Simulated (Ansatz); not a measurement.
## How far is PAW off for YCl?

```
Y Cl
1.0
     1.91295    1.10444    9.35495
    -1.91295    1.10444    9.35495
     0.00000   -2.20888    9.35495
Y Cl
2 2
Direct
  0.21683 0.21683 0.21683
  0.78317 0.78317 0.78317
  0.38830 0.38830 0.38830
  0.61170 0.61170 0.61170
```

Atom numbers follow the list: Y1, Y2, Cl3, Cl4.

The geometry is COD entry 4344519, unchecked; take it as a test cell. The listed cell was then made from it by scaling, straining or moving an atom.

All numbers are computed: DFT, PBEsol, PAW with Ansatz's default frozen-core files, scalar-relativistic (Ansatz 0.2.0); DFT, PBEsol, all-electron PAW with datasets made for the crystal, scalar-relativistic (Ansatz 0.2.0); DFT, PBEsol, all-electron LAPW, scalar-relativistic (Ansatz 0.2.0).

For PAW: a Γ-centred 8×8×8 k mesh, Fermi–Dirac smearing of 0.02 eV, cutoff 420 eV, no spin polarisation; the PAW files were made with PBE, and the program remakes their frozen cores for this functional. The crystal-made all-electron datasets (AE datasets) take a cutoff of 220 eV at this cell. LAPW targets a basis error of 1 meV/atom. The Ansatz runs share mesh, smearing and spin set-up. Plane-wave (PAW) pressures include the program's estimate of the Pulay term.

Stress and pressure are positive in compression.

The change that made this cell: volume scaled by 1.06.

Spin–orbit coupling is left out, which moves gradients at and beside heavy atoms by some per cent and at worst by a factor of two.

In a metal, gradients converge slowly with the k mesh: the values move by tens of per cent from one mesh to another, at times in sign, so only the comparison on one mesh counts.

```
                                              quantity    PAW  AE datasets   LAPW
                                        pressure (GPa)  -3.04        -3.03  -3.03
                                       stress xx (GPa)  -3.66        -3.65  -3.65
                                       stress zz (GPa)  -1.80        -1.80  -1.80
                                 force on Y1, z (eV/Å)  0.250        0.249  0.249
                                force on Cl3, z (eV/Å)  0.351        0.350  0.350
largest principal field gradient Vzz at Y1 (10²¹ V/m²)  -3.26        -3.23      –
```

PAW's pressure differs from the LAPW value by about 0.01 GPa or less.
